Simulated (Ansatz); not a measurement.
## Ti: do energies and stresses tell the same story?

Computed with Ansatz 0.2.0, DFT PBEsol, scalar-relativistic, plane waves, PAW.

Plane waves to 420 eV, a k mesh through Γ of 12×12×14 on the computed 3-atom cell and Gaussian smearing (0.10 eV); no spin polarisation.

Relaxed cell: P6/mmm, a = 4.515 Å, b = 4.515 Å, c = 2.799 Å, α = 90.00°, β = 90.00°, γ = 120.00°, 3 atoms in the primitive cell. This form isn't the element's structure at ambient conditions.

Energies at zero smearing and pressures from the stress tensor, at volumes with shape and atoms relaxed:
```csv
V (Å³/atom),E − E(first) (meV/atom),P (GPa)
14.495,0.00,19.10
14.989,-49.79,13.31
15.483,-82.90,8.25
15.978,-101.42,3.84
16.472,-107.19,-0.01
16.966,-101.85,-3.37
17.460,-86.82,-6.30
18.119,-53.84,-9.63
```

Task: Check P = −dE/dV between neighbouring volumes, and get the bulk modulus from the pressures alone.

Result: With 1 eV/Å³ = 160.2 GPa:
```json
{"middle V (Å³/atom)": "14.742", "−ΔE/ΔV (GPa)": "16.144", "mean P (GPa)": "16.203"}
{"middle V (Å³/atom)": "15.236", "−ΔE/ΔV (GPa)": "10.734", "mean P (GPa)": "10.780"}
{"middle V (Å³/atom)": "15.731", "−ΔE/ΔV (GPa)": "6.005", "mean P (GPa)": "6.047"}
{"middle V (Å³/atom)": "16.225", "−ΔE/ΔV (GPa)": "1.872", "mean P (GPa)": "1.916"}
{"middle V (Å³/atom)": "16.719", "−ΔE/ΔV (GPa)": "-1.732", "mean P (GPa)": "-1.689"}
{"middle V (Å³/atom)": "17.213", "−ΔE/ΔV (GPa)": "-4.875", "mean P (GPa)": "-4.837"}
{"middle V (Å³/atom)": "17.789", "−ΔE/ΔV (GPa)": "-8.019", "mean P (GPa)": "-7.968"}
```

The two differ by 0.06 GPa at most. The mean of two end pressures misses the average over a step by about ΔV² P″/12, up to 0.07 GPa here; with that taken off 0.01 GPa remains. Around V = 16.472 Å³/atom, the two neighbours give B = −V ΔP/ΔV = 16.472 × 7.21 / 0.988 = 120.2 GPa, against B0 = 119.8 GPa from the Birch–Murnaghan fit of the energies.

Cost: 9 runs of about 1.6 core-minutes in all, on AMD EPYC 9R45 (Zen 5) (shared hosts).